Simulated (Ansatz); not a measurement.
The relaxed structure here is a generated cell of Ga2O3: the first start was made by placing the elements on the sites of a structure type, and the end was not matched to a known phase here, so it may be hypothetical. Known forms of Ga2O3 include space group No. 12, 167.

A structure of Ga$_{2}$O$_{3}$ relaxed with PBEsol (plane waves to 420 eV, PAW, scalar-relativistic; Ansatz, an electronic-structure program); single points at other levels follow on the same geometry (Ansatz, PAW; HSE06 at 420 eV on a 6×6×6 k-mesh; no spin-orbit coupling). Space group R32 (No. 155).

```yaml
crystal:
  lattice:
    - [2.43657, 1.40675, 2.45004]
    - [-2.43657, 1.40675, 2.45004]
    - [0.00000, -2.81351, 2.45004]
  atoms:
    - { symbol: O, position: [0.20049, 0.79951, 0.50000] }
    - { symbol: O, position: [0.50000, 0.20049, 0.79951] }
    - { symbol: O, position: [0.79951, 0.50000, 0.20049] }
    - { symbol: Ga, position: [0.29540, 0.29540, 0.29540] }
    - { symbol: Ga, position: [0.70460, 0.70460, 0.70460] }
```

```
level   gap (eV)      kind  conduction minimum
------  --------  --------  ------------------
PBEsol      0.87  indirect                   Γ
HSE06        ___         –                 ___
```

Q: Some entries are withheld; supply them.

A: 
- HSE06, gap (eV): 2.50
- HSE06, conduction minimum: Γ

HSE06 gaps come from a coarse mesh plus a few chosen points, so they may be too large. No spin polarisation in the result.

The run could not lose the symmetry of its start: the end is stationary, and may be a saddle point rather than a minimum.
